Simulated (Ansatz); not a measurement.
GePd:
```xyz
8
Lattice="5.7279 0.0000 0.0000 0.0000 3.5924 0.0000 0.0000 0.0000 6.2742" Properties=species:S:1:pos:R:3 pbc="T T T"
Ge     4.6694     2.6943     3.6340
Ge     1.0585     0.8981     2.6402
Ge     3.9225     0.8981     0.4969
Ge     1.8054     2.6943     5.7773
Pd     5.7087     2.6943     1.1981
Pd     0.0192     0.8981     5.0761
Pd     2.8832     0.8981     4.3351
Pd     2.8447     2.6943     1.9390
```

Relaxed with r²SCAN.

Question: Map the valence electron density (e/Å³), cut off at 3 on the plane through (0.815, 0.750, 0.579) spanned by u = [1, 0, 0] and v = [0, 0, 1] in lattice vectors, from DFT-r²SCAN in the program Ansatz with PAW potentials.

Answer: x is the fraction of u, y of v (the angle between them is 90°; rows are the nearest grid lines); atoms in the plane: Ge at (0.00, 0.00), Ge at (0.50, 0.34), Pd at (0.18, 0.61), Pd at (0.68, 0.73).
```
|999721000000000000000000127999|
|999520000000000000000000125999|
|653110000000000000111111112356|
|221100000000000011233321111122|
|111100000000000124899953111111|
|001112111000001269999999410000|
|011345532100001299999999510000|
|013899995210001289999999410000|
|149999999821000138999995210001|
|159999999921000013589742100001|
|149999999821000011222211000001|
|014999996211111111000000000000|
|001356542111111111100000000000|
|000000000112489983110000000000|
|000000000113899998210000000000|
|000000000113999999310000000000|
|000000000012799997210000000000|
|000000000001369963110000000000|
|000000000001123321100000000000|
|000000000000000000000000000000|
|211100000000000000000000000112|
|653110000000000000000000011356|
|999521000000000000000000125999|
|999721000000000000000000127999|
```
Scale: ten equal steps from 0.047 (start of '0') to 3.00 (end of '9'), in the order '0123456789'; x runs from 0.000 to 1.00, y from 0.000 (bottom) to 1.00 (top).

The density is the valence pseudo-density with augmentation charge, so density and ELF within about 1 Å of a nucleus are not all-electron values.

Space group Pnma. The first step of the workflow began from a Materials Project structure, measured or hypothetical; the Crystallography Open Database files this formula in space group No. 62, but the cells were not matched. Its standing as an ambient phase is unchecked. The r²SCAN relaxation kept the symmetry of its start; whether a distortion lowers the energy is not shown. The run is not spin-polarised.

Potentials: the later of the program's two PAW sets.
